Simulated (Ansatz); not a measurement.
input.yaml (Ansatz 0.2.0):

```yaml
crystal:
  lattice:
    - [0.0, 2.6712646776, 2.6712646776]
    - [2.6712646776, 0.0, 2.6712646776]
    - [2.6712646776, 2.6712646776, 0.0]
  atoms:
    - { symbol: Gd, position: [0.0, 0.0, 0.0], spin: 7.46 }
    - { symbol: "N", position: [0.25, 0.25, 0.25] }
basis:
  ecutwfc: 420
  ecutrho_ratio: 4
kpoints:
  mp_grid: { grid: [10, 10, 10] }
hamiltonian:
  xc: pbesol
scf:
  occupations: { method: gaussian, width: 0.05 }
output:
  forces: true
  stress: true
  eigenvalues: true
  populations: true
magnetization:
  spin_polarized: true
```

The start was a prototype's sites filled with these elements. The Crystallography Open Database lists the compound in space group Fm-3m (rock salt), so this is a trial structure.

Output, machine lines left out:

```
Gd: projections on atomic orbitals take those of the free atom [Kr 4d10] 4f7 5s2 5p6 5d1 6s2, of charge +0.00 (hamiltonian.pseudopotentials.projection_atoms); the dataset's partial waves leave at most 2.5e-4 of an orbital's norm unspanned inside its sphere
Pseudopotentials: kind: paw
Pseudopotential: Gd, paw, valence charge 18, recommended cutoff 420 eV (normal), Gd.paw.azcp
Pseudopotential: N, paw, valence charge 5, recommended cutoff 420 eV (normal), N.paw.azcp
Crystal: 2 atoms, lattice volume = 38.122 Å³
Basis set: ecut = 420 eV, 725 PW (Γ), exchange–correlation on 54×54×54 points (8 copies of the dense FFT grid, shifted against one another)
Bands: 20, of which v1, the nominal top of the filled ones, is band 12 counted from 1 (11 counted from 0)
Symmetry: 24 space group operations
Space group: F-43m (ITA 216), of the structure as read, at distance tolerance 3.4e-5 Å
Magnetic group: BNS 216.74 (UNI 1576), of the structure as read, at distance tolerance 3.4e-5 Å
k-points: 47 of 1000 (time reversal used)
Initial density: superposition of atomic densities (chi_scale 0.1, normalization cell, long waves kept (reshape's long-wave potential 0.00 eV rms))
Starting moments: Σ|m| = 7.46 μB on 1 of 2 sites
Initial wavefunctions: pseudopotential atomic-orbital guess
Functional: x = pbesol(κ = 0.804, μ = 0.12346), c = pbesol(β = 0.046)
```

SCF trace (energy estimate counted from the last row):
```
iteration   ΔE (eV)  density residual (eV)  M (μB)
        1     0.012                 1.64e0   7.000
        2     0.182                3.26e-1   7.000
        3     0.169                1.68e-1   7.000
        4     0.020                1.75e-3   7.000
        5     0.007                3.95e-3   7.000
        6   1.3e-03                3.43e-4   7.000
        7  -3.3e-05                3.84e-6   7.000
        8     0.000                1.15e-7   7.000
        9     0.000                8.25e-9   7.000
```

```
SCF 1 converged in 9 iterations: F = -9609.358034 eV  dr2 = 8.25e-9
SCF converged after 9 iterations
Magnetization: 7.0000 μB (15.0000 up, 8.0000 down)
Absolute magnetization: 7.1264 μB (∫|ρ↑−ρ↓|, with the PAW one-centre terms)
Per-site moments (μB) at R_I (Å): [(6.79291, 0.95427), (-0.06029, 0.95427)]
Free energy (F): -9609.358034 eV
E sigma→0 (E₀):  -9609.358034 eV
Fermi energy:    11.064928 eV
--- Per-component energies (eV) ---
  E_band       = -7.274033
  E_kinetic    = 534.364443
  E_local      = -2313.744396  (includes V_loc(G=0)·N_el)
  E_nonlocal   = 335.883004
  E_hartree    = 944.786548
  E_xc         = -292.302159
  E_vxc        = -329.857601  (∫ρ·V_xc dr)
  E_paw        = -6468.118185  (= ΣΔE_a)
  E_vpaw       = -123.497692  (= ΣTr[D̂ρ^β])
  E_aug_tail   = 0.000090  (compensation charges beyond the density's cutoff)
  E_ewald      = -2350.916650
  E_core_change = 0.689270  (= ΣΔE_core)
  E_smearing   =  0.000000  (= −TS)
--- Forces (eV/Å), atoms counted from 1 ---
  atom   1  Gd     0.00000000     0.00000000     0.00000000
  atom   2  N      0.00000000     0.00000000     0.00000000
--- Stress (GPa, compression-positive) ---
       -4.151016       0.000000       0.000000
        0.000000      -4.151016       0.000000
        0.000000       0.000000      -4.151016
  P = ⅓ Tr σ = -4.1510 GPa (-41.510 kbar)
--- Band table (eV; the first three rows and the last of 94) ---
  k-point 0 ↑: bands = ["-32.5560", "-9.8170", "-9.8170", "-9.8170", "-1.5343", "7.6301", "7.6301", "7.6301", "7.8243", "7.9747", "7.9747", "7.9747", "8.8538", "8.8538", "8.8538", "12.2422", "15.4727", "15.4727", "18.8471", "18.8471"]
  k-point 1 ↑: bands = ["-32.5520", "-9.8938", "-9.8254", "-9.8254", "-1.4356", "7.6179", "7.6398", "7.6398", "7.8409", "7.9601", "7.9601", "7.9750", "8.7035", "8.9260", "8.9260", "12.7019", "15.3100", "15.3100", "18.5868", "19.0809"]
  k-point 2 ↑: bands = ["-32.5414", "-10.0864", "-9.8472", "-9.8472", "-1.1974", "7.6237", "7.6640", "7.6640", "7.8838", "7.9351", "7.9351", "7.9759", "8.4932", "9.0878", "9.0878", "13.6899", "15.0872", "15.0872", "18.0698", "19.3803"]
  k-point 46 ↓: bands = ["-29.4658", "-8.5021", "-8.0215", "-7.8828", "-0.1195", "8.5906", "9.4100", "10.3071", "12.7919", "12.9828", "12.9944", "13.0441", "13.1429", "13.2663", "13.4419", "13.4548", "15.1982", "17.6438", "18.9851", "20.3144"]
--- Löwdin populations: 2 sites ---
  site symbol       q [e]    m [muB]
     0     Gd     17.3292     7.0606
     1      N      5.6350    -0.0615
```

In short (PBEsol): pressure -4.2 GPa, gap on the mesh 1.10 eV, site spin moments Gd 6.79; N -0.06 μB.

It took roughly 21 core-seconds on a shared host.

Semilocal functionals without a U place occupied f levels too high and empty ones too low, so gaps that touch them come out too small. For elements this heavy, spin–orbit coupling would shift levels and gaps; it isn't included here. Site moments are of spin, integrated over atomic spheres. No antiparallel order was tried.
